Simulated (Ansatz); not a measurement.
The cell comes from COD entry 1523017, which wasn't checked; take it as a given geometry. The listed cell was then made from it by scaling, straining or moving an atom.

TaRu: DFT, LDA, all-electron PAW with datasets made for the crystal, scalar-relativistic (Ansatz 0.2.0). What sets it apart from a plain run of this crystal: volume scaled by 0.99.

Command: `ansatz run input.yaml --threads 1 --pin off --max-ram 3072MiB --backend cpu --events-out ev --progress --plain --runs-dir out` The run took 36 s on 1 thread of Arm Neoverse V2 (shared host), peak memory 1 GiB.

```yaml
crystal:
  lattice:
    - [3.0427892214, 0.0, 0.0]
    - [0.0, 3.0427892214, 0.0]
    - [0.0, 0.0, 3.3776654672]
  atoms:
    - { symbol: Ta, position: [0.5, 0.5, 0.5] }
    - { symbol: Ru, position: [0.0, 0.0, 0.0] }
kpoints:
  mp_grid: { grid: [11, 11, 10] }
scf:
  occupations: { method: fermi_dirac, width: 0.05 }
hamiltonian:
  xc: lda
  pseudopotentials: { kind: all_electron, datasets: crystal }
output:
  forces: true
  stress: true
  eigenvalues: true
  efg: { contact_densities: true }
```

Output (standing set-up lines are left out):

```
hamiltonian.pseudopotentials.datasets: crystal makes datasets for this crystal and solves the spheres of its atoms anew in each pass: cutoff 260.0 eV, the density's 1040.0 eV; for an error of 0.50 meV an atom under PBE, 1.0 meV for the cell; an energy difference from a run of another recipe may be off by several times the error for the cell, under r2SCAN by more, where some 0.1 meV an atom stays at smaller errors; Ru in spheres of 1.371 Å, 16 of its electrons in bands; Ta in spheres of 1.355 Å, 13 of its electrons in bands, 14 on its site; only band paths and densities of states list, in semicore columns, the levels of the semicore shells that are solved separately: 4f of Ta
Crystal: 2 atoms, lattice volume = 31.272 Å³
PAW one-centre angular grid: Ta, 590 points (default); XC on its mesh's 1819 points in the sphere
iter 1 solved again at ethr=1.37e-2 eV; its pass at ethr=1.00e-1 eV (dr2=3.97e0 eV) is discarded
SCF iter   1: F=—  HF=-547496.607569 eV  |F-HF|=—  |Δ(HF+E_count)|=         —  Δρ=1.13e-1  dr2=4.06e0  ethr=1.37e-2  ⟨swp⟩=2.1  Hψ=13118  notcnv=0
preconditioner: auto → none  [metal: Δε(μ)=0.014 eV  Ē_g=8.005 eV  σ=0.050 eV  W_gap=0.07  n_scr=6 (ndim 8)  ℏωp=23.9 eV  f_vac=0.000  D(μ)=2.25/eV (n_scr^D=26)  sad-step TF]
SCF iter   2: F=—  HF=-547495.691983 eV  |F-HF|=—  |Δ(HF+E_count)|=   9.16e-1  Δρ=6.21e-2  dr2=1.45e0  ethr=1.37e-2  ⟨swp⟩=2.0  Hψ=5292  notcnv=0
SCF iter   3: F=—  HF=-547496.428600 eV  |F-HF|=—  |Δ(HF+E_count)|=   7.37e-1  Δρ=1.54e-1  dr2=1.34e1  ethr=4.98e-3  ⟨swp⟩=3.7  Hψ=7402  notcnv=0  recentre
SCF iter   4: F=—  HF=-547495.047439 eV  |F-HF|=—  |Δ(HF+E_count)|=    1.38e0  Δρ=2.31e-2  dr2=2.53e-1  ethr=4.98e-3  ⟨swp⟩=3.1  Hψ=6785  notcnv=0
iter 5 solved again at ethr=4.34e-5 eV; its pass at ethr=8.72e-4 eV (dr2=1.26e-2 eV) is discarded
SCF iter   5: F=—  HF=-547495.102643 eV  |F-HF|=—  |Δ(HF+E_count)|=   5.52e-2  Δρ=6.04e-3  dr2=1.25e-2  ethr=4.34e-5  ⟨swp⟩=2.0  Hψ=11136  notcnv=0  defer=4
SCF iter   6: F=—  HF=-547495.106993 eV  |F-HF|=—  |Δ(HF+E_count)|=   4.35e-3  Δρ=3.04e-3  dr2=4.19e-3  ethr=4.33e-5  ⟨swp⟩=2.0  Hψ=4564  notcnv=0  defer=3
SCF iter   7: F=—  HF=-547495.108207 eV  |F-HF|=—  |Δ(HF+E_count)|=   1.21e-3  Δρ=3.40e-4  dr2=2.25e-5  ethr=1.45e-5  ⟨swp⟩=2.0  Hψ=4586  notcnv=0  defer=1
SCF iter   8: F=—  HF=-547495.108217 eV  |F-HF|=—  |Δ(HF+E_count)|=   1.08e-5  Δρ=1.07e-4  dr2=2.02e-6  ethr=7.74e-8  ⟨swp⟩=3.1  Hψ=6329  notcnv=0  defer=1
SCF iter   9: F=—  HF=-547495.108218 eV  |F-HF|=—  |Δ(HF+E_count)|=   8.13e-7  Δρ=1.80e-5  dr2=1.61e-7  ethr=6.96e-9  ⟨swp⟩=2.0  Hψ=4556  notcnv=0
SCF iter  10: F=-547495.108218 eV  HF=-547495.108218 eV  |F-HF|=4.31e-9  |Δ(HF+E_count)|=   1.58e-8  Δρ=2.87e-6  dr2=4.60e-9  ethr=5.55e-10  ⟨swp⟩=2.0  Hψ=4549  notcnv=0
SCF 1 converged in 10 iterations: F = -547495.108220 eV  dr2 = 4.60e-9
  Residual-converged pass: ⟨swp⟩=3.0  Hψ=5484  notcnv=0  max |occ|·‖R‖ = 5.2e-6 eV (tolerance 5.3e-6 eV)  dr2=4.51e-9  dr2_onsite=1.37e-9  max |Δocc| = 8.7e-10
  greatest PAW one-centre occupation: 0.999 electrons in one spin orbital (limit 2), on the Ru atom at site 1 (counted from 0), in its partial waves of l = 1
SCF converged after 10 iterations
Free energy (F): -547495.108220 eV
Harris-Foulkes:  -547495.108220 eV  (|F-HF|=4.31e-9)
Internal energy: -547495.088573 eV  (E = F + TS)
E sigma→0 (E₀):  -547495.098396 eV
Entropy (-TS):   -0.019647 eV (-9.823 meV/atom)
Past the cutoff: the bands carry plane waves up to 1.75 times it, of which those up to 1.5 times it add -0.000539 eV an atom, each by itself; the spheres take 0.000337 eV an atom off the energy for waves past 1.75 times it
By the cutoff:   a pressure is off by up to 0.008 GPa (1.2 times the spheres' own share and the shells' term, over an atom's volume, and 0.004 GPa: a bound that held against runs at twice the plane waves)
Past the cutoffs: a stress includes 0.0011 GPa for waves and charges beyond them, in addition to the slope of what the spheres take
In the spheres:  the bands' charges fall short by 1.1e-6 e at most (sound up to 1e-3), those of shells solved beside the bands by 3.0e-7 e (sound up to 5e-4)
Fermi energy:    25.874540 eV
--- Per-component energies (eV) ---
  The terms above E_closure are by the made datasets' own strengths, without shells solved beside the bands.
--- Forces (eV/Å), atoms counted from 1 ---
  atom   1  Ta     0.00000000     0.00000000     0.00000000
  atom   2  Ru    -0.00000000     0.00000000     0.00000000
  max |Σ_I F_I| component: 6.31e-30 eV/Å
--- Stress (GPa, compression-positive) ---
       -8.218180       0.000000       0.000000
        0.000000      -8.218180       0.000000
        0.000000       0.000000      -7.081106
  P = ⅓ Tr σ = -7.8392 GPa (-78.392 kbar)
  It holds what live shells' own plane waves past their cutoff add
--- PAW observables at the nuclei: V_zz in 10²¹ V/m², potentials from the cell's mean, atoms counted from 1 ---
  atom   1  Ta V_zz =    +1.524474   η = 0.0000   by run symmetry: allowed
            electrostatic potential = -14495.909860 V   contact ρ = 8119655.498104 e/Å³
  atom   2  Ru V_zz =    +2.112667   η = 0.0000   by run symmetry: allowed
            electrostatic potential = -6802.033491 V   contact ρ = 716507.871037 e/Å³
--- Band table (eV; the first three rows and the last of 126) ---
  k-point 0: bands = ["-46.8884", "-42.4489", "-16.9571", "-16.9070", "-16.9070", "-8.8824", "-8.7405", "-8.7405", "17.1793", "19.9548", "20.1731", "23.4892", "23.4892", "24.3610", "26.3093", "27.6713", "30.2357", "30.3642", "30.3642"]
  k-point 1: bands = ["-46.8879", "-42.4488", "-16.9604", "-16.9058", "-16.9058", "-8.9027", "-8.7417", "-8.7417", "17.3759", "20.0907", "20.2701", "23.5203", "23.5203", "24.4159", "26.0764", "27.6439", "29.8213", "29.8213", "30.1178"]
  k-point 2: bands = ["-46.8865", "-42.4487", "-16.9689", "-16.9025", "-16.9025", "-8.9553", "-8.7450", "-8.7450", "17.9400", "20.4547", "20.5562", "23.6172", "23.6172", "24.5687", "25.4566", "27.4925", "28.7538", "28.7538", "29.8042"]
  k-point 125: bands = ["-46.8585", "-42.4023", "-17.0437", "-17.0426", "-16.9646", "-9.1576", "-9.1554", "-8.9949", "22.0209", "22.2502", "22.4658", "22.8522", "23.2339", "23.2602", "25.5183", "26.2430", "29.5739", "30.7874", "33.6175"]
```

Spin polarisation is left out, and whether a magnetic state lies lower isn't shown here.
